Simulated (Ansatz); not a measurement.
CdS in the wurtzite structure, 4 atoms and 52 valence electrons in a cell of about 102 Å³, was run 9 times in the plane-wave code Ansatz, each time on 1 × NVIDIA H100 80GB HBM3 with 2 threads of AMD EPYC 7R13 Processor (Zen 3) (shared host).

| run | k mesh | irreducible k | cutoff (eV) | plane waves | bands | SCF iterations | wall time | peak host memory (GiB) |
| --- | --- | --- | --- | --- | --- | --- | --- | --- |
| G0W0, PBE, 230 empty bands, 100 eV | 6×6×2 | 14 | 420 | 1985 | 32 | 6 | 36 s | 1.5 |
| G0W0, PBE, 557 empty bands, 180 eV | 6×6×2 | 14 | 420 | 1985 | 32 | 6 | 60 s | 2.3 |
| G0W0, PBE, 1081 empty bands, 260 eV | 6×6×2 | 14 | 420 | 1985 | 32 | 6 | 3 min | 4 |
| G0W0, HSE06, 557 empty bands, 180 eV | 6×6×2 | 14 | 420 | 1985 | 32 | 11 | 2.1 min | 2.6 |
| G0W0, r2SCAN, 557 empty bands, 180 eV | 6×6×2 | 14 | 500 | 2575 | 32 | 7 | 61 s | 2.6 |
| G0W0, PBE0, 557 empty bands, 180 eV | 6×6×2 | 14 | 420 | 1985 | 32 | 11 | 2.1 min | 2.6 |
| G0W0, PBE, 557 empty bands, 180 eV, plasmon pole | 6×6×2 | 14 | 420 | 1985 | 32 | 6 | 75 s | 3.7 |
| G0W0, PBE, 165 empty bands, 80 eV | 6×6×4 | 21 | 420 | 1985 | 32 | 6 | 24 s | 1.5 |
| G0W0, PBE, 557 empty bands, 180 eV, norm-conserving | 6×6×2 | 14 | 1071 | 8065 | 32 | 8 | 66 s | 3.2 |

The slowest run (G0W0, PBE, 1081 empty bands, 260 eV) took about 8 times as long as the quickest (G0W0, PBE, 165 empty bands, 80 eV).

With a shallow d shell on the cation, G0W0 converges slowly in bands and cutoff, so these values are in doubt.
